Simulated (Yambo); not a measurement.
NaTaO$_{3}$ (space group P4/mbm, No. 127), G0W0@LDA in Yambo with this input:

```
rim_cut
gw0
dyson
el_el_corr
HF_and_locXC
ppa
em1d
RandQpts= 1000000
RandGvec= 1 Ry
EXXRLvcs= 88 Ry
VXCRLvcs= 352 Ry
Chimod= "HARTREE"
% BndsRnXp
 5 | 189 |
%
NGsBlkXp= 7 Ry
% LongDrXp
 1.0 | 1.0 | 1.0 |
%
PPAPntXp= 27.2114 eV
% GbndRnge
 1 | 189 |
%
GTermKind= "BG"
DysSolver= "n"
ExtendOut
```

On a 2×2×4 mesh, with wavefunctions cut at 88 Ry, the gap (Z → Γ) is 4.007 eV and the valence edge shifts by -0.454 eV.

**Question.** What happens with this change: exchange cut at 10 Ry?

**Answer.** The gap falls by 0.680 eV, to 3.327 eV; the shift of the valence edge becomes 0.826 eV. Neither run is shown to be the converged limit.

Spin-orbit coupling is not included.

Geometry of the Materials Project entry, not relaxed at this level; primitive cell a = b = 5.477 Å, c = 3.959 Å, α = β = γ = 90.00°.

This is not the ordinary phase of the substance.

A shift is the quasiparticle energy of the state minus its LDA energy.
